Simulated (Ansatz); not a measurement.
**Ti2SnC: a fit and a missing row**

Ti2SnC, P6_3/mmc, a = 3.166 Å, c = 13.717 Å. The structure is a Materials Project entry; whether it is the stable form wasn't checked. Ansatz: r2SCAN, PAW, 500 eV, Γ-centred 12×12×4 mesh on 8 atoms, Gaussian smearing 0.10 eV; no spin polarisation. Shape and atoms are relaxed at each volume; pressure is positive in compression.

```
V (Å³/atom) P (GPa)
     13.094    24.92
     13.540    17.09
     13.986    10.44
     14.433     4.80
     14.879     0.02
     15.326        ?
     15.772    -7.36
     16.367   -10.95
```

Question: Take V0 = 14.879 Å³/atom, count pressures from its P0 = 0.02 GPa, fit the third-order Birch–Murnaghan form to the other rows, and predict the missing pressure.

Answer: With the Eulerian strain f = ½[(V0/V)^(2/3) − 1] and y = (P − P0)/[3f(1 + 2f)^(5/2)], the form is the line y = B0 + 1.5 B0 (B0′ − 4) f. Rows (f, y): 0.04447, 150.8; 0.03244, 149.9; 0.02106, 148.8; 0.01025, 147.8; -0.01906, 142.2; -0.03078, 139.3. Means f = 0.009730, y = 146.47; Σ(Δf)² = 0.004321, ΣΔfΔy = 0.6688; the slope is their ratio. y = 145.0 + 154.8 f GPa, so B0 = 145.0 GPa and B0′ = 4 + 2 × (154.8)/(3 × 145.0) = 4.71. At V = 15.326, f = -0.00977, y = 143.49 and P = -3.98 GPa. The run gave -4.00 GPa, so the fit is 0.02 GPa too high, within the rms miss on the fitted rows (0.08 GPa).